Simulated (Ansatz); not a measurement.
BaSrTi2O6:
```
CELL_PARAMETERS angstrom
      3.94093     0.00000     0.00000
      0.00000     3.94093     0.00000
      0.00000     0.00000     8.01642
ATOMIC_POSITIONS crystal
  Ba 0.00000 0.00000 0.01143
  O  0.50000 0.50000 0.99552
  Ti 0.50000 0.50000 0.27417
  O  0.50000 0.00000 0.26058
  O  0.00000 0.50000 0.26058
  Sr 0.00000 0.00000 0.51409
  O  0.50000 0.50000 0.50151
  Ti 0.50000 0.50000 0.76220
  O  0.50000 0.00000 0.74356
  O  0.00000 0.50000 0.74356
```

Relaxed with r²SCAN. Special points in fractions of this cell's reciprocal vectors: Γ (0.000, 0.000, 0.000); X (0.000, 0.500, 0.000); M (0.500, 0.500, 0.000); Z (0.000, 0.000, 0.500); R (0.000, 0.500, 0.500); A (0.500, 0.500, 0.500).

Q: List the band energies nearest the valence-band maximum at these points for plane-wave PAW r²SCAN with spin–orbit coupling (Ansatz code).

A: In eV from the valence-band maximum; about four levels below and three above (degenerate sets whole), none deeper than 8.9 eV; points with the same levels are listed once.

```
k                                below                above
-  -----------------------------------  -------------------
Γ              -0.48 -0.48 -0.43 -0.43  2.25 2.25 2.39 2.39
X              -0.97 -0.97 -0.24 -0.24  2.67 2.67 4.00 4.00
M                -0.07 -0.07 0.00 0.00  4.07 4.07 4.09 4.09
Z  -0.61 -0.61 -0.61 -0.61 -0.55 -0.55  2.30 2.30 2.33 2.33
R              -0.85 -0.85 -0.62 -0.62  3.32 3.32 3.46 3.46
A              -0.05 -0.05 -0.02 -0.02  4.31 4.31 4.32 4.32
```

Space group P4mm. The start of the workflow was typed in or built on a structure type; neither database checked (COD, Materials Project) lists it. Its standing as an ambient phase is unchecked. The cell was relaxed with r²SCAN under the symmetry of its start; its stability against distortions is not shown here. The workflow began spin-polarised and lost its moments.

Potentials: the earlier of the program's two PAW sets.
